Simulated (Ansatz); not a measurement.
A free-standing Janus 1T monolayer of PtOS, relaxed with r2SCAN: 3 runs in Ansatz 0.2.0, each a construction of maximally localised Wannier functions. In-plane lattice: a = 3.343 Å, b = 3.343 Å, γ = 120.0°; thickness between the outer nuclei 2.17 Å. Pt is surrounded by 3 O at 2.16 Å and 3 S at 2.27 Å; O is surrounded by 3 Pt at 2.16 Å; S is surrounded by 3 Pt at 2.27 Å. Values at 0 K without nuclear motion; no magnetic order is allowed, and the phase may be a hypothetical one.

```
CELL_PARAMETERS angstrom
3.34291 0.00000 0.00000
-1.67146 2.89505 0.00000
0.00000 0.00000 29.10783
ATOMIC_POSITIONS crystal
Pt 0.00000 0.00000 0.31190
O 0.33333 0.66667 0.34504
S 0.66667 0.33333 0.27064
```
The sheet repeats along a and b alone.

Windows count from the top of the filled bands; a dash means that no such window was set (without an outer window there is no disentanglement).

| functional | SCF mesh | trial orbitals | functions | mesh | window (eV) | frozen (eV) | Ω total (Å²) | Ω invariant (Å²) | largest spread (Å²) | least projectability | interpolation miss of the model's filled bands (eV, to the nearest computed level) |
| --- | --- | --- | --- | --- | --- | --- | --- | --- | --- | --- | --- |
| PBE | 9×9×1 | Pt d, O p, S p | 11 | 6×6×1 | – | – | 13.12 | 12.47 | 1.63 | 0.57 | 0.011 |
| r2SCAN | 9×9×1 | Pt d, O p, S p | 11 | 6×6×1 | – | – | 12.89 | 12.27 | 1.61 | 0.58 | 0.011 |
| PBE+SOC | 9×9×1 | Pt d, O p, S p | 22 | 6×6×1 | – | – | 26.38 | 25.05 | 1.64 | 0.57 | – |

Only the levels marked +SOC include spin-orbit coupling.
